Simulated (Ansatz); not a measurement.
An Ansatz (an electronic-structure program) run. Input:

Ansatz 0.2 input:
```yaml
crystal:
  lattice:
    - [4.8156436101, -6.7235092794, 0.0]
    - [4.8156436101, 6.7235092794, 0.0]
    - [0.0, 0.0, 3.9460418419]
  atoms:
    - { symbol: La, position: [0.7883989708, 0.7883989708, 0.5] }
    - { symbol: La, position: [0.2116010292, 0.2116010292, 0.5] }
    - { symbol: La, position: [0.6380828751, 0.3619171249, 0.0] }
    - { symbol: La, position: [0.3619171249, 0.6380828751, 0.0] }
    - { symbol: C, position: [0.0, 0.5, 0.5] }
    - { symbol: C, position: [0.5, 0.0, 0.5] }
    - { symbol: N, position: [0.3440510554, 0.3440510554, 0.0] }
    - { symbol: N, position: [0.6559489446, 0.6559489446, 0.0] }
    - { symbol: N, position: [0.1495950839, 0.5045116804, 0.5] }
    - { symbol: N, position: [0.8504049161, 0.4954883196, 0.5] }
    - { symbol: N, position: [0.5045116804, 0.1495950839, 0.5] }
    - { symbol: N, position: [0.4954883196, 0.8504049161, 0.5] }
    - { symbol: Cl, position: [0.1226740092, 0.8773259908, 0.0] }
    - { symbol: Cl, position: [0.8773259908, 0.1226740092, 0.0] }
kpoints:
  mp_grid: { grid: [2, 2, 4] }
hamiltonian:
  xc: hse06
  pseudopotentials: { kind: paw }
scf:
  n_extra_bands: 14
  occupations: { method: fixed }
output:
  eigenvalues: true
  eigenstates:
    e_range: [-9.0, 11.2]
    kpoints:
      - [0.0, 0.0, 0.5]  # VBM
      - [0.5, 0.5, 0.0]  # CBM
```

Output (shortened):

```
Pseudopotential: La, paw, valence charge 11
Pseudopotential: C, paw, valence charge 4
Pseudopotential: N, paw, valence charge 5
Pseudopotential: Cl, paw, valence charge 7
Functional definition: HSE06
davidson cushion auto → on  (no smearing: the cushion is to keep the highest requested band from converging to the state above it …
Crystal: 14 atoms, lattice volume = 255.530 Å³
Basis set: ecut = 420 eV, 5015 PW (Γ)
Bands: 62, of which v1, the nominal top of the filled ones, is band 48 counted from 1 (47 counted from 0)
Symmetry: 8 space group operations
Space group: Cmmm (ITA 65), of the structure as read, at distance tolerance 6.3e-5 Å
k-points: 9 of 16
SCF iter   1: F=—  HF=-29984.432973 eV  |F-HF|=—  |Δ(HF+E_count)|=         —  Δρ=3.07e-3  dr2=2.64e-2  ethr=1.77e-3  ⟨swp⟩=6.2  Hψ=2952  notcnv=0
preconditioner: auto → none
SCF iter   2: F=—  HF=-29984.445414 eV  |F-HF|=—  |Δ(HF+E_count)|=   1.24e-2  Δρ=2.04e-3  dr2=9.97e-3  ethr=2.75e-5  ⟨swp⟩=8.7  Hψ=2388  notcnv=0
SCF iter   3: F=—  HF=-29984.445509 eV  |F-HF|=—  |Δ(HF+E_count)|=   9.47e-5  Δρ=1.05e-3  dr2=1.57e-3  ethr=1.04e-5  ⟨swp⟩=7.4  Hψ=1953  notcnv=0
SCF iter   4: F=—  HF=-29984.447129 eV  |F-HF|=—  |Δ(HF+E_count)|=   1.62e-3  Δρ=6.98e-4  dr2=1.40e-3  ethr=1.64e-6  ⟨swp⟩=6.9  Hψ=1823  notcnv=0
iter 5 solved again at ethr=6.57e-8 eV; its pass at ethr=1.46e-6 eV (dr2=6.31e-5 eV) is discarded
SCF iter   5: F=-29984.447155 eV  HF=-29984.447142 eV  |F-HF|=1.27e-5  |Δ(HF+E_count)|=   1.35e-5  Δρ=1.75e-4  dr2=6.66e-5  ethr=6.57e-8  ⟨swp⟩=9.2  Hψ=3438  notcnv=0  defer=9
SCF 1 stopped early in 5 iterations: F = -29984.447155 eV  dr2 = 6.66e-5
Crystal: 14 atoms, lattice volume = 255.530 Å³
Exchange kernel: α = 0.2500, screened, ω = 0.2079 Å⁻¹, Wigner–Seitz truncation, v(0) = 1035.8370 eV·Å³, q-mesh 2×2×4, nearest image of the exchange supercell L …
Frozen-core exchange: fock
SCF iter   1: F=—  HF=-30003.573434 eV  |F-HF|=—  |Δ(HF+E_count)|=         —  Δρ=8.73e-3  dr2=3.09e-1  ethr=6.94e-7  ⟨swp⟩=18.4  Hψ=4875  notcnv=1
preconditioner: auto → none
SCF iter   2: F=—  HF=-30003.490307 eV  |F-HF|=—  |Δ(HF+E_count)|=   8.31e-2  Δρ=6.77e-3  dr2=1.49e-1  ethr=6.94e-7  ⟨swp⟩=10.4  Hψ=3816  notcnv=0  defer=85
SCF iter   3: F=—  HF=-30003.464018 eV  |F-HF|=—  |Δ(HF+E_count)|=   2.63e-2  Δρ=2.14e-3  dr2=2.02e-2  ethr=6.94e-7  ⟨swp⟩=9.7  Hψ=3273  notcnv=0  defer=1
SCF iter   4: F=—  HF=-30003.526994 eV  |F-HF|=—  |Δ(HF+E_count)|=   6.30e-2  Δρ=2.02e-3  dr2=1.39e-2  ethr=6.94e-7  ⟨swp⟩=11.2  Hψ=3406  notcnv=0  defer=52
SCF iter   5: F=—  HF=-30003.523028 eV  |F-HF|=—  |Δ(HF+E_count)|=   3.97e-3  Δρ=6.26e-4  dr2=1.05e-3  ethr=6.94e-7  ⟨swp⟩=9.2  Hψ=2511  notcnv=0  defer=1
SCF iter   6: F=—  HF=-30003.522824 eV  |F-HF|=—  |Δ(HF+E_count)|=   2.04e-4  Δρ=2.16e-4  dr2=2.49e-4  ethr=6.94e-7  ⟨swp⟩=6.3  Hψ=1761  notcnv=0
SCF iter   7: F=—  HF=-30003.524417 eV  |F-HF|=—  |Δ(HF+E_count)|=   1.59e-3  Δρ=3.19e-4  dr2=3.54e-4  ethr=1.23e-7  ⟨swp⟩=10.4  Hψ=2778  notcnv=0  defer=68
SCF iter   8: F=-30003.524324 eV  HF=-30003.524327 eV  |F-HF|=3.65e-6  |Δ(HF+E_count)|=   8.97e-5  Δρ=3.66e-5  dr2=6.68e-6  ethr=1.23e-7  ⟨swp⟩=6.2  Hψ=1995  notcnv=0
SCF 2 stopped early in 8 iterations: F = -30003.524324 eV  dr2 = 6.68e-6
hybrid outer 1: dexx = +7.324e-2 eV, tail = 1.76e-4 eV
Crystal: 14 atoms, lattice volume = 255.530 Å³
Exchange kernel: α = 0.2500, screened, ω = 0.2079 Å⁻¹, Wigner–Seitz truncation, v(0) = 1035.8370 eV·Å³, q-mesh 2×2×4, nearest image of the exchange supercell L …
Frozen-core exchange: fock
SCF iter   1: F=—  HF=-30003.521965 eV  |F-HF|=—  |Δ(HF+E_count)|=         —  Δρ=9.71e-5  dr2=3.12e-5  ethr=9.18e-7  ⟨swp⟩=10.0  Hψ=1988  notcnv=0
preconditioner: auto → none
iter 2 solved again at ethr=1.87e-9 eV; its pass at ethr=3.16e-8 eV (dr2=1.79e-6 eV) is discarded
SCF iter   2: F=—  HF=-30003.521958 eV  |F-HF|=—  |Δ(HF+E_count)|=   7.48e-6  Δρ=2.90e-5  dr2=2.69e-6  ethr=1.87e-9  ⟨swp⟩=4.9  Hψ=3275  notcnv=0  defer=1
SCF iter   3: F=—  HF=-30003.521957 eV  |F-HF|=—  |Δ(HF+E_count)|=   3.99e-7  Δρ=1.43e-5  dr2=5.40e-7  ethr=1.87e-9  ⟨swp⟩=5.2  Hψ=1708  notcnv=0
SCF iter   4: F=—  HF=-30003.521962 eV  |F-HF|=—  |Δ(HF+E_count)|=   4.13e-6  Δρ=1.14e-5  dr2=4.42e-7  ethr=1.93e-10  ⟨swp⟩=8.3  Hψ=2725  notcnv=0  defer=103
SCF iter   5: F=-30003.521961 eV  HF=-30003.521961 eV  |F-HF|=8.47e-9  |Δ(HF+E_count)|=   1.22e-7  Δρ=1.85e-6  dr2=1.72e-8  ethr=1.93e-10  ⟨swp⟩=9.6  Hψ=2205  notcnv=0  defer=17
SCF 3 converged in 5 iterations: F = -30003.521961 eV  dr2 = 1.72e-8
hybrid outer 2: dexx = +4.614e-6 eV, tail = 9.96e-8 eV, Δε = 5.87e-3 eV (about 1.64e-4 eV left of the loop's levels)
the search or the solves at the SCF's close seem to have found levels that the self-consistency loop had missed (the run counts 12) …
NSCF: frozen V_eff on 2 k-points
hybrid SCF converged: 2 outer / 13 inner (+5 warm-up), last move |dexx| = 4.61e-6 eV, tail = 9.96e-8 eV
Stability not checked (fock_operator)
Free energy (F): -30003.521962 eV
Frozen-core exchange: fock
Harris-Foulkes:  -30003.521962 eV  (|F-HF|=8.47e-9)
Internal energy: -30003.521962 eV  (E = F + TS)
E sigma→0 (E₀):  -30003.521962 eV
Fermi energy:    7.697337 eV
--- Per-component energies (eV) ---
  E_band       = -381.788527
  E_kinetic    = 2054.818512
  E_local      = -3797.441712  (includes V_loc(G=0)·N_el)
  E_nonlocal   = 761.250864
  E_hartree    = 1264.632698
  E_xc         = -992.149232
  E_vxc        = -1130.185887  (∫ρ·V_xc dr)
  E_exx        = -217.404297  (= α·E_x^exact, valence–valence)
  E_paw        = -23984.392141  (= ΣΔE_a)
  E_vpaw       = -364.684783  (= ΣTr[D̂ρ^β])
  E_aug_tail   = 0.000766  (compensation charges beyond the density's cutoff)
  E_ewald      = -5091.767554
  E_core_change = -1.069866  (= ΣΔE_core)
  E_smearing   =  0.000000  (= −TS)
  E_closure    = 0.000000  (closes the sum)
  Σ components = -30003.521962   (vs F -30003.521962, Δ=0.00e0)
  [band-id]    e_kinetic+e_local+e_nonlocal+2·e_hartree+e_vxc+2·e_exx+e_vpaw+e_augmentation_tail = -381.785439   (vs E_band -381.788527, Δ=3.09e-3)
--- Band table (eV; the first three rows and the last of 9) ---
  k-point 0: bands = ["-26.0512", "-26.0194", "-25.7245", "-25.6838", "-13.1643", "-13.0122", "-11.2246", "-11.0500", "-10.2866", "-9.4537", "-9.4256", "-9.1509", "-8.7611", "-8.5772", "-8.4439", "-8.4369", "-8.2738", "-8.2510", "-8.2128", "-8.2058", …
  k-point 1: bands = ["-26.0147", "-25.9908", "-25.7060", "-25.6579", "-13.0940", "-13.0553", "-11.2141", "-11.0685", "-10.1461", "-9.7550", "-9.7056", "-9.2850", "-8.7335", "-8.7260", "-8.7007", "-8.5434", "-8.4257", "-8.3498", "-8.2475", "-8.2132", …
  k-point 2: bands = ["-25.9769", "-25.9618", "-25.6881", "-25.6318", "-13.1053", "-13.0206", "-11.3861", "-10.8522", "-10.3884", "-10.2263", "-9.5078", "-9.1616", "-9.0173", "-8.7074", "-8.6331", "-8.6065", "-8.6033", "-8.4690", "-8.3724", "-8.2869", …
  k-point 8: bands = ["-25.9768", "-25.9619", "-25.6878", "-25.6321", "-13.1649", "-12.9572", "-11.2880", "-11.0072", "-10.5032", "-10.2335", "-9.0565", "-9.0171", "-8.9495", "-8.7834", "-8.7518", "-8.6341", "-8.6010", "-8.4667", "-8.4423", "-8.3897", …
```

Cost: around 6 core-minutes (rough) on shared cores.

The points marked VBM and CBM come from a semilocal run.

The first step of the workflow began from a Materials Project structure, measured or hypothetical; the Crystallography Open Database files this formula in space group No. 65, but the cells were not matched. Whether it is the stable phase at ambient conditions was not checked. The cell was relaxed with r²SCAN under the symmetry of its start; its stability against distortions is not shown here. Scalar-relativistic: spin–orbit coupling is off unless named, which matters more the heavier the elements.

Potentials: the later of the program's two PAW sets.

Ansatz is a plane-wave DFT program.
